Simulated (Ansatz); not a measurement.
Total density of states per atom from r²SCAN in the plane-wave PAW code Ansatz, in 0.25 eV bins, energy from the valence-band maximum:

```
E (eV) | states/eV/atom
    -7.90 |  0.00
    -7.65 | ############## 1.52
    -7.40 | ############################## 3.27
    -7.15 |  0.00
    -6.90 |  0.00
    -6.65 |  0.00
    -6.40 |  0.00
    -6.15 |  0.00
    -5.90 |  0.00
    -5.65 | ### 0.34
    -5.40 | ################ 1.77
    -5.15 | ### 0.29
    -4.90 |  0.00
    -4.65 |  0.00
    -4.40 |  0.00
    -4.15 | ## 0.23
    -3.90 | ######################## 2.57
    -3.65 | ########### 1.20
    -3.40 | ############################## 3.24
    -3.15 | ################### 2.10
    -2.90 | ################# 1.85
    -2.65 |  0.00
    -2.40 |  0.00
    -2.15 |  0.00
    -1.90 |  0.00
    -1.65 |  0.00
    -1.40 |  0.00
    -1.15 |  0.00
    -0.90 |  0.00
    -0.65 |  0.00
    -0.40 |  0.03
    -0.15 | ####### 0.77
     0.10 |  0.00
     0.35 |  0.00
     0.60 |  0.00
     0.85 |  0.00
     1.10 |  0.00
     1.35 |  0.00
     1.60 |  0.00
     1.85 |  0.00
     2.10 |  0.00
     2.35 |  0.00
     2.60 |  0.00
     2.85 |  0.00
     3.10 |  0.00
     3.35 |  0.00
     3.60 |  0.00
     3.85 |  0.00
     4.10 |  0.00
     4.35 |  0.00
     4.60 |  0.00
     4.85 | # 0.13
     5.10 | #### 0.41
     5.35 | ######### 1.02
     5.60 | ######## 0.86
     5.85 | # 0.06
     6.10 | ## 0.18
     6.35 | #### 0.39
     6.60 | ######## 0.89
     6.85 | ###### 0.71
     7.10 | ###### 0.67
     7.35 | ### 0.37
     7.60 | ############# 1.45
     7.85 | ############ 1.32
     8.10 | ########## 1.05
     8.35 | #### 0.48
     8.60 | ####### 0.72
     8.85 | #### 0.46
     9.10 | ### 0.34
     9.35 | ### 0.28
     9.60 | ## 0.19
```

Q: Pick the material that matches.
(A) LaAs2Pd2, I4/mmm (La on 2a, As on 4e, Pd on 4d)
(B) Cs2RbAsF6, Fm-3m (Cs on 8c, Rb on 4b, As on 4a, F on 24e)
(C) LaAs2, P2_1/c (La on 4e, As on 4e, As on 4e)
(D) NbSiAs, P4/nmm (Nb on 2c, Si on 2a, As on 2c)

A: B, Cs2RbAsF6, Fm-3m (Cs on 8c, Rb on 4b, As on 4a, F on 24e). Top 1 eV of the valence band: F 2p 65 %, As 4s 30 %. Bottom 1 eV of the conduction band: As 4p 60 %, F 2p 17 %, Cs 6s 5 %, outside the projected shells 8 %. Projections are on Löwdin-orthogonalised atomic valence shells; empty p or d shells of many metals are not among them.

The first step of the workflow began from a Materials Project structure, measured or hypothetical; the Crystallography Open Database copy checked does not list it. Its standing as an ambient phase is unchecked. Symmetry was held in the r²SCAN relaxation; whether a distortion lowers the energy is not shown. Spin–orbit coupling is left out wherever it is not named.

Potentials: the later of the program's two PAW sets.
